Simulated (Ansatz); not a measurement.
## Slab of fcc Ni (111), 5 layers

The slab is cut from the fcc crystal, the stable phase, as relaxed on PAW files (10.89 Å³/atom), with 16 Å of vacuum and a dipole correction:

```
CELL_PARAMETERS angstrom
2.48804 0.00000 0.00000
-1.24402 2.15470 0.00000
0.00000 0.00000 24.12590
ATOMIC_POSITIONS crystal
Ni 0.83333 0.16667 0.33159
Ni 0.16667 0.83333 0.41580
Ni 0.50000 0.50000 0.50000
Ni 0.83333 0.16667 0.58420
Ni 0.16667 0.83333 0.66841
```

All numbers are PBE results (scalar-relativistic) from Ansatz 0.2.0, with a Γ-centred 19×19×1 k mesh, Fermi–Dirac smearing of 0.05 eV, spin-polarised from start moments Ni1 1, Ni2 1, Ni3 1, Ni4 1, Ni5 1 μB. Methods: LAPW: all electrons, basis error target 1 meV/atom; PAW: frozen-core files, cutoff 420 eV.

The bulk energy comes from a cell in the slab's orientation on a 19×19×7 mesh. The surface energy is (E(slab) − N·E(bulk))/2A at zero smearing, the mean of both faces; thin slabs carry quantum-size effects.

The magnetic state is the one reached from the start moments; other orders weren't searched.

As cut, the LAPW slab lies 1.302 eV above 5 atoms of bulk. What surface energy is that?

Over two faces of 5.36 Å² it is 121.5 meV/Å², and times 16.02 J/m² per eV/Å² that gives γ = 1.946 J/m².

```
method  γ as cut (J/m²)  γ relaxed (J/m²)  Φ as cut (eV)  Φ relaxed (eV)
  LAPW            1.946             1.940           5.07            5.06
```

How do the spacings between the planes relax?

From the bottom face up: d12 -1.3 % of 2.031 Å, d23 -0.1 % of 2.031 Å, d34 -0.1 % of 2.031 Å, d45 -1.3 % of 2.031 Å.

How do the moments vary through the slab?

Ni1 0.72, Ni2 0.72, Ni3 0.69, Ni4 0.72, Ni5 0.72 μB in the LAPW spheres; the bulk has Ni 0.67 μB.

What changes if the images along the normal are cut off in place of the dipole correction?

LAPW then gives: no gap, work function 5.06 eV; PAW: no gap, work function 5.07 eV.
